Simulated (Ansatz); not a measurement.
LaGaNi4 in space group P-6m2 (No. 187; La on 1a, Ga on 1c, Ni on 1e, Ni on 3k), plane-wave PAW PBE (Ansatz code), all energies at zero smearing, with the estimated change up to a 700 eV cutoff added, with one set of potentials and settings (totals compare only within such a set). Cell of 6 atoms (1 La, 1 Ga, 4 Ni): -33394.474 eV.

| element | reference phase | E (eV/atom) |
|---|---|---|
| La | P6_3/mmc, 4 atoms in the cell | -6250.0953 |
| Ga | Cmce, 4 atoms in the cell | -3783.0209 |
| Ni | Fm-3m, 1 atoms in the cell, spin-polarised | -5839.7239 |

Formation energy per atom, worked out: (-33394.474 − 1×(-6250.0953) − 1×(-3783.0209) − 4×(-5839.7239))/6 = -0.410 eV/atom (-40 kJ per mol of atoms), at 0 K, without zero-point energy or fitted corrections.

The workflow started from a Materials Project entry (that database holds measured and hypothetical structures alike); the Crystallography Open Database copy checked does not list it. With Ga and Ni taken as one species the cell has the higher symmetry P6/mmm, so it may be an ordered model of a mixed-site phase. Its standing as an ambient phase is unchecked. The cell was relaxed with PBE under the symmetry of its start; whether a distortion lowers the energy is not shown. No spin polarisation was allowed. The references are the lowest solids computed at this level, not always the standard phases. Scalar-relativistic: spin–orbit coupling is off unless named, which matters more the heavier the elements.

Potentials: the later of the program's two PAW sets.
